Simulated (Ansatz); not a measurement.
BP:
```
CELL_PARAMETERS angstrom
      3.19821     0.00000     0.00000
     -1.59911     2.76974     0.00000
      0.00000     0.00000     7.96683
ATOMIC_POSITIONS crystal
  B  0.33333 0.66667 0.25000
  P  0.66667 0.33333 0.25000
  P  0.33333 0.66667 0.75000
  B  0.66667 0.33333 0.75000
```

Relaxed with r²SCAN+D4.

**Question.** Map the electron localisation function on the plane through (0.333, 0.667, 0.250) spanned by u = [1, 1, 0] and v = [1, -1, 0] in lattice vectors, from DFT-r²SCAN+D4 in the program Ansatz with PAW potentials.

**Answer.** x is the fraction of u, y of v (the angle between them is 90°; rows are the nearest grid lines); atoms in the plane: B at (0.00, 0.00), B at (0.50, 0.50), P at (0.00, 0.33), P at (0.50, 0.83).
```
|00378876567887300|
|01699986468999610|
|24899984148999842|
|56899830003899865|
|45788500000588754|
|33566410001466533|
|11245555555554211|
|00125899999852100|
|00125799999752100|
|00135788988753100|
|12345555555554321|
|34677630003677643|
|46899961016999864|
|14899984248999841|
|01699996569999610|
|00389986568998300|
|00058875457885000|
|55555421112455555|
|99875310001357899|
|99985210001258999|
|99975210001257999|
|55555432123455555|
|00367764346776300|
|00378876567887300|
```
Scale: ten equal steps from 0.000 (start of '0') to 0.948 (end of '9'), in the order '0123456789'; x runs from 0.000 to 1.00, y from 0.000 (bottom) to 1.00 (top).

The density is the valence pseudo-density with augmentation charge, so density and ELF within about 1 Å of a nucleus are not all-electron values.

Space group P6_3/mmc. The start of the workflow was typed in or built on a structure type; neither database checked (COD, Materials Project) lists it. It is not the phase usual at ambient conditions (space group No. 216). Symmetry was held in the r²SCAN+D4 relaxation; its stability against distortions is not shown here.

Potentials: the earlier of the program's two PAW sets.
